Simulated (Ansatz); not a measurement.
SrIn$_{4}$Pd, first-principles data

SrIn$_{4}$Pd:
```cif
data_In8Pd2Sr2
_chemical_formula_sum 'Sr2 In8 Pd2'
_space_group_name_H-M_alt 'P 1'
_space_group_IT_number 1
_cell_length_a 8.90068
_cell_length_b 8.90068
_cell_length_c 7.52702
_cell_angle_alpha 90.000
_cell_angle_beta 90.000
_cell_angle_gamma 150.182
loop_
_space_group_symop_operation_xyz
  'x, y, z'
loop_
_atom_site_label
_atom_site_type_symbol
_atom_site_fract_x
_atom_site_fract_y
_atom_site_fract_z
_atom_site_occupancy
Sr1 Sr 0.12350 0.87650 0.75000 1
Sr2 Sr 0.87650 0.12350 0.25000 1
In1 In 0.31469 0.68531 0.94865 1
In2 In 0.68531 0.31469 0.05135 1
In3 In 0.68531 0.31469 0.44865 1
In4 In 0.31469 0.68531 0.55135 1
In5 In 0.50000 0.50000 0.00000 1
In6 In 0.50000 0.50000 0.50000 1
In7 In 0.06974 0.93026 0.25000 1
In8 In 0.93026 0.06974 0.75000 1
Pd1 Pd 0.77481 0.22519 0.75000 1
Pd2 Pd 0.22519 0.77481 0.25000 1
```

Space group Cmcm (No. 63); conventional cell a = 4.5800 Å, b = 17.2021 Å, c = 7.5270 Å, α = β = γ = 90.00°.

Method: plane-wave PAW r²SCAN (Ansatz code). The cell and atoms are relaxed at this level. Other levels are named where they apply.

Cell and energy:

```
Item                                                           Value
-----------------------------------------------------  -------------
Volume per atom                                             24.71 Å³
Density                                                   7.32 g/cm³
Formation energy from the elements (no fitted shifts)  -0.55 eV/atom
```

Electronic structure:

```
Property                                                                     Value
------------------------------------  --------------------------------------------
Electronic character                                             metallic (no gap)
Density of states at the Fermi level  0.35 states/eV per atom (mean over ±0.08 eV)
```

The workflow started from a Materials Project entry (that database holds measured and hypothetical structures alike); the Crystallography Open Database copy checked does not list it. Whether it is the stable phase at ambient conditions was not checked. The r²SCAN relaxation kept the symmetry of its start; its stability against distortions is not shown here. No spin polarisation was allowed. Axis ratios of metals converge slowly with the k-mesh, so a and c are less sure than the volume. The references are the lowest solids computed at this level, not always the standard phases. Scalar-relativistic: spin–orbit coupling is off unless named, which matters more the heavier the elements.

Potentials: the later of the program's two PAW sets.
